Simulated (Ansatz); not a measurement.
# One input, then a changed one: YSb (zincblende type)

First run: DFT, LDA, all-electron LAPW, scalar-relativistic (Ansatz 0.2.0).

Command: `ansatz run input.yaml --threads 1 --pin off --max-ram 2048MiB --backend cpu --events-out ev --progress --plain --runs-dir out` It took 71 s on 1 thread of Arm Neoverse V1 (shared host), peak memory 0.43 GiB.

```yaml
crystal:
  lattice:
    - [0.0, 2.7822640771, 2.7822640771]
    - [2.7822640771, 0.0, 2.7822640771]
    - [2.7822640771, 2.7822640771, 0.0]
  atoms:
    - { symbol: "Y", position: [0.0, 0.0, 0.0] }
    - { symbol: Sb, position: [0.25, 0.25, 0.25] }
kpoints:
  mp_grid: { grid: [12, 12, 12] }
  band_path:
    path:
      - [0.0, 0.0, 0.0]
      - [-0.5, -0.5, 0.0]
      - [-0.375, -0.375, 0.25]
      - [-0.375, 0.0, 0.375]
      - [0.0, 0.0, 0.0]
      - [0.0, 0.0, 0.5]
      - [-0.5, -0.25, 0.25]
      - [-0.5, -0.5, 0.0]
    npoints: 8
scf:
  occupations: { method: fermi_dirac, width: 0.1 }
hamiltonian:
  xc: lda
  pseudopotentials: { kind: all_electron, lapw: { basis_error: 0.001 } }
output:
  forces: true
  stress: true
  eigenvalues: true
  populations: true
  dos: { projected: true, de: 0.2, e_range: [-14, 8] }
```

The cell comes from a relaxation on PAW files under the same functional, begun from a prototype that needn't be the stable phase.

This run: volume at 0.55 of the series' base cell.

It converges in 10 SCF iterations at a pressure of 76.3 GPa.

The input is then changed:

```diff
   pseudopotentials: { kind: all_electron, lapw: { basis_error: 0.001 } }
+  dispersion: d3bjatm
 output:
   populations: true
-  dos: { projected: true, de: 0.2, e_range: [-14, 8] }
```

Task: What does the second run give?

Result: It converges in 10 SCF iterations at a pressure of 72.5 GPa.
